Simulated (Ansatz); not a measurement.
Clean, relaxed (001) surface of Au, space group P6_3/mmc (No. 194) (top face towards +c; atoms held fixed, by place in the list: 1, 2):

```xyz
4
Lattice="2.8652 0.0000 0.0000 -1.4326 2.4813 0.0000 0.0000 0.0000 24.1859" Properties=species:S:1:pos:R:3 pbc="T T T"
Au    0.0000    1.6542    8.5000
Au    1.4326    0.8271   10.8953
Au    0.0000    1.6542   13.2694
Au    1.4326    0.8271   15.6803
```

Theory: DFT PBEsol, scalar-relativistic, plane waves, PAW (Ansatz). Settings: cutoff 420 eV, Γ-centred mesh 12×12×1 on the computed 4-atom cell, Gaussian smearing of 0.10 eV; no spin polarisation. The cell repeats along c with a dipole correction in the vacuum.

B (atom) is adsorbed on the top face, one adsorbate per 7.1 Å², and relaxed from 3 starting sites (fractions of a and b). E_ads counts from the clean slab and the free adsorbate (spin-polarised where it has unpaired electrons); negative means bound. Heights count from the highest slab atom after relaxation. Δφ is the top face's. Δp counts per cell along +c. Bonded neighbours lie within 1.25 times the sum of covalent radii (1.35 for H) and, on that scale, within 12 % of the closest. With the adsorbate the cell is lengthened along c to keep the vacuum.

```csv
start,ends at,E_ads (eV),height (Å),shortest contact,Δφ (eV),Δp (e·Å)
"top (Au) at (0.67, 0.33)","(0.67, 0.33), 1 bonded neighbour (Au)",-3.61,2.04,B–Au 2.04 Å,+0.77,-0.029
"hollow (Au-Au-Au) at (0.00, 0.00)","(0.00, 0.00), 3 bonded neighbours (Au)",-3.87,1.37,B–Au 2.15 Å,+0.32,-0.012
"bridge (Au-Au) at (0.17, 0.83)","(0.00, 0.00), 3 bonded neighbours (Au)",-3.88,1.37,B–Au 2.15 Å,+0.31,-0.011
```

Among the sites tried, the lowest end comes from the bridge (Au-Au) at (0.17, 0.83) start; the hollow (Au-Au-Au) at (0.00, 0.00) start ended within 0.02 eV of it, though not always at the same place; other sites may lie lower.

Each end is the local minimum or symmetric point that its start leads to. This isn't the usual crystal structure of Au. The slab is only 7.2 Å thick, so the energies aren't converged with thickness.

The adsorbed runs have no spin polarisation, so weakly bound open-shell ends lie too high.

Cost: 4 runs of about 11 core-minutes in all, on Arm Neoverse V2 (shared hosts).